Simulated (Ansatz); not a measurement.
YSb: stationary points along a deformation path

These are results of DFT PBEsol, scalar-relativistic, plane waves, PAW (Ansatz), not measurements. Cutoff 420 eV, Γ-centred 14×14×14 k-points, Gaussian smearing of 0.15 eV. No spin polarisation. Energies are free energies at this smearing, counted from the undisturbed cell; pressure is positive in compression.

Zero of the scan (as given, not relaxed at this level; it stands at -2.2 GPa, and it needn't be the usual structure):

```
Y Sb
1.0
     0.00000    3.09500    3.09500
     3.09500    0.00000    3.09500
     3.09500    3.09500    0.00000
Y Sb
1 1
Direct
  0.50000 0.50000 0.50000
  0.00000 0.00000 0.00000
```

At fixed volume and fractional coordinates, lengths along (0.000, 0.000, 1.000) are scaled against those across it; ρ is that ratio over its starting value. V = 29.647 Å³/atom. Δσ is the stress along the axis less the mean stress across it (compression positive).

| ρ | ΔE (meV/atom) | Δσ (GPa) | space group |
| --- | --- | --- | --- |
| 0.650 | 2763.1 | 133.33 | I4/mmm |
| 0.707 | 1589.6 | 93.66 | I4/mmm |
| 0.780 | 697.5 | 55.06 | I4/mmm |
| 0.850 | 257.7 | 29.24 | I4/mmm |
| 0.920 | 59.6 | 12.35 | I4/mmm |
| 0.960 | 13.4 | 5.48 | I4/mmm |
| 1.000 | 0.0 | 0.00 | Fm-3m |
| 1.050 | 17.0 | -5.49 | I4/mmm |
| 1.100 | 61.8 | -10.03 | I4/mmm |
| 1.200 | 210.7 | -17.62 | I4/mmm |
| 1.300 | 419.1 | -24.69 | I4/mmm |
| 1.414 | 716.6 | -32.82 | I4/mmm |
| 1.500 | 978.2 | -39.12 | I4/mmm |

Question: How does the stress give the slope of the energy, and where is the energy stationary?

Answer: Along the path d ln(length) is 2/3 d ln ρ on the axis and −1/3 d ln ρ across it, so dE/d ln ρ = −(2/3) V Δσ: the energy falls with ρ where Δσ is positive. Δσ vanishes or changes sign at ρ = 1.000 (Fm-3m), a minimum at 0.0 meV/atom. Pairs of stationary points between two samples would go unseen, and could change a minimum read from distant neighbours into a maximum. At ρ = 1.000 the cell is cubic, where symmetry alone makes the stress isotropic and the slope zero.

Question: Which shear constant sets the curvature at ρ = 1?

Answer: For a cubic crystal E/V = (2/3) C (ln ρ)² with C = C′ = (C11 − C12)/2, so Δσ = −2C ln ρ. The parabola of Δσ against ln ρ through ρ = 0.960, 1 and 1.050 gives C ≈ 62 GPa with the ions clamped, rough because the steps are large. It is the stress–strain coefficient at this cell's pressure of -2.2 GPa, not the zero-pressure constant.

Question: Integrate that slope from ρ = 1 to 1.200 by the trapezoid rule.

Answer: With V/N in Å³ and 1 eV/Å³ = 160.2 GPa the slopes at ρ = 1.000, 1.050, 1.100, 1.200 are 0, 677, 1237, 2174 meV/atom per unit of ln ρ. The steps add 16.5 + 44.5 + 148.4 = 209.4 meV/atom, against 210.7 from the energies; the trapezoid rule misses the curvature of the slope within each step.

In a metal these slopes depend on the k mesh and the smearing.

Cost: 13 runs of about 2.6 core-minutes in all, on Arm Neoverse V1 (shared hosts).